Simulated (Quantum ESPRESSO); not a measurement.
## Calculated data, Al$_{2}$InGaP$_{4}$ (made-up cell)

Computed with Quantum ESPRESSO 7.5. Calculation on a made-up crystal cell, not a measurement: periodic Kohn-Sham density functional theory in plane waves with PseudoDojo standard norm-conserving scalar-relativistic pseudopotentials, each functional with its own files (v0.5 for PBE, v0.4.1 for LDA and PBEsol), no spin polarisation, no spin-orbit coupling, atoms not relaxed, stress positive in tension, energies less a fixed whole-eV offset for each atom's element; levels are Kohn-Sham levels at fractions of this cell's reciprocal vectors, counted from the reference band (half the neutral cell's valence electrons, rounded up) at Gamma; error bars cover cutoff and k-mesh only, not smearing or the files; added strain carries the atoms with the cell, and shear is the tensor component; each bar is the largest change over components, and at least 0.002 eV, 0.002 eV per angstrom or 0.02 GPa; energies are for the whole cell, and the offsets were chosen from early runs and are not element reference energies.

### Al$_{2}$InGaP$_{4}$ (made-up cell)

```
Al2InGaP4
1.0
      5.6343    -0.0485     0.0088
     -0.0485     5.5418    -0.0140
      0.0088    -0.0140     5.5554
In Al Ga P
1 2 1 4
Direct
  -0.00374 0.00145 0.00800
  -0.00342 0.50232 0.49310
  0.50040 0.00191 0.49918
  0.50647 0.50432 0.00509
  0.25267 0.24512 0.25890
  0.26024 0.75218 0.75084
  0.75001 0.25486 0.74873
  0.74856 0.74473 0.25255
```

| Property | Result |
| --- | --- |
| lattice type | zincblende/diamond |
| functional | pbe |
| cutoff | 1088 eV |
| fermi dirac smearing | 0.025 eV |
| scf tolerance | 1e-07 eV |
| electrons removed | 0 |
| k mesh | 4 x 4 x 4, shifted by half a step |
| free energy less offsets | -0.4516 eV |
| smearing term minus ts | 0 eV |
| scf iterations | 10 |
| pressure | 2.352 GPa |
| stress xx | -1.8 GPa |
| stress yy | -2.717 GPa |
| stress zz | -2.539 GPa |
| stress yz | 0.1232 GPa |
| stress xz | -0.3075 GPa |
| stress xy | -1.637 GPa |
| error bar energy | 0.006001 eV |
| error bar stress | 0.02 GPa |
| error bar force | 0.002 eV/Å |
| error bars from | tighter rerun of a related cell |

Atoms:
```tsv
atoms element	atom site	atom energy offset (eV)
In	1	-1808
Al	2	-64
Al	3	-64
Ga	4	-2080
P	5	-189
P	6	-189
P	7	-189
P	8	-189
```

Forces:
```tsv
site	x (eV/Å)	y (eV/Å)	z (eV/Å)
1	0.2513	-0.04129	-0.8983
2	0.5143	-0.06204	0.543
3	0.1624	-0.08118	0.2289
4	-0.4928	-0.4059	-0.3627
5	0.8689	1.287	0.6589
6	0.129	-0.8151	-0.6485
7	-0.6126	0.5861	-0.6772
8	-0.8206	-0.4671	1.156
```
